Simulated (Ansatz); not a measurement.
**One input, then a changed one: GaAs (zincblende type)**

First run: DFT, PBE, PAW with Ansatz's default frozen-core files, scalar-relativistic (Ansatz 0.2.0).

Command: `ansatz run input.yaml --threads 1 --pin off --max-ram 3584MiB --backend cpu --events-out ev --progress --plain --runs-dir out` It took 21 s on 1 thread of Arm Neoverse V2, on a shared host, peak memory 0.39 GiB.

```yaml
crystal:
  lattice:
    - [-2.8723074171, 2.8723074171, 0.0]
    - [0.0, 0.0, 5.7446148342]
    - [2.8723074171, 2.8723074171, 0.0]
  atoms:
    - { symbol: Ga, position: [0.0, 0.0, 0.0] }
    - { symbol: Ga, position: [0.5, 0.5, 0.5] }
    - { symbol: As, position: [0.0, 0.25, 0.5] }
    - { symbol: As, position: [0.5, 0.75, 0.0] }
kpoints:
  mp_grid: { grid: [8, 5, 8] }
scf:
  occupations: { method: fermi_dirac, width: 0.02 }
hamiltonian:
  xc: pbe
  pseudopotentials: { kind: paw }
output:
  forces: true
  stress: true
  eigenvalues: true
  write_density: true
  write_potential: true
  elf: true
  volumetric_format: npy
```

The cell comes from a relaxation on PAW files under the same functional, begun from a prototype that needn't be the stable phase.

This run: bulk in the slab's orientation.

It converges in 7 SCF iterations at a pressure of 0.01 GPa, cutoff 420 eV.

The input is then changed:

```diff
   occupations: { method: fermi_dirac, width: 0.02 }
+  convergence: { dr2_threshold: 1.0e-09 }
+  n_extra_bands: 4
 hamiltonian:
```

Question: What does the second run give?

Answer: It converges in 8 SCF iterations at a pressure of 0.01 GPa, cutoff 420 eV, free energy 0.0 meV/atom against the first run's.
